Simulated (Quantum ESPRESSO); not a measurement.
pw.x input (Quantum ESPRESSO 7.5; PBE, PseudoDojo standard norm-conserving files, scalar-relativistic):

```
&CONTROL
  calculation = 'scf'
  pseudo_dir = './pseudo'
  outdir = './out'
  tprnfor = .true.
  tstress = .true.
/
&SYSTEM
  ibrav = 0
  nat = 3
  ntyp = 1
  ecutwfc = 86.0
  ecutrho = 344.0
  occupations = 'smearing'
  smearing = 'fd'
  degauss = 0.002
  nbnd = 28
/
&ELECTRONS
  conv_thr = 3e-10
/
ATOMIC_SPECIES
Se 78.9710 Se.upf
CELL_PARAMETERS angstrom
  4.057754676612   0.000000000000   0.000000000000
 -2.028877338306   3.514118632271   0.000000000000
  0.000000000000   0.000000000000   5.134598204000
ATOMIC_POSITIONS crystal
Se   0.248286249600   0.000000000000   0.333333333000
Se  -0.000000000000   0.248286249600   0.666666666333
Se   0.751713750400   0.751713750400   0.000000000000
K_POINTS automatic
9 9 6 0 0 0
```

End of the output:

```

[...]
     the Fermi energy is     9.2462 ev
!    total energy              =    -727.40890151 Ry
     estimated scf accuracy    <          8.7E-12 Ry
     smearing contrib. (-TS)   =      -0.00000006 Ry
     internal energy E=F+TS    =    -727.40890145 Ry
     The total energy is F=E-TS. E is the sum of the following terms:
     one-electron contribution =    -404.43503878 Ry
     hartree contribution      =     211.48740499 Ry
     xc contribution           =    -145.15571429 Ry
     ewald contribution        =    -389.30555337 Ry
     convergence has been achieved in   8 iterations
     Forces acting on atoms (cartesian axes, Ry/au):
     atom    1 type  1   force =     0.00015798   -0.00000000    0.00000000
     atom    2 type  1   force =    -0.00007899    0.00013682    0.00000000
     atom    3 type  1   force =    -0.00007899   -0.00013682   -0.00000000
     Total force =     0.000274     Total SCF correction =     0.000020
     Computing stress (Cartesian axis) and pressure
          total   stress  (Ry/bohr**3)                   (kbar)     P=       24.78
   0.00016833   0.00000000   0.00000000           24.76        0.00        0.00
   0.00000000   0.00016833  -0.00000000            0.00       24.76       -0.00
   0.00000000   0.00000000   0.00016870            0.00        0.00       24.82
```
In a gapped system the printed Fermi energy is only some level inside the gap.

Spin-orbit coupling is not included.

Geometry relaxed with PBE+D3(BJ).
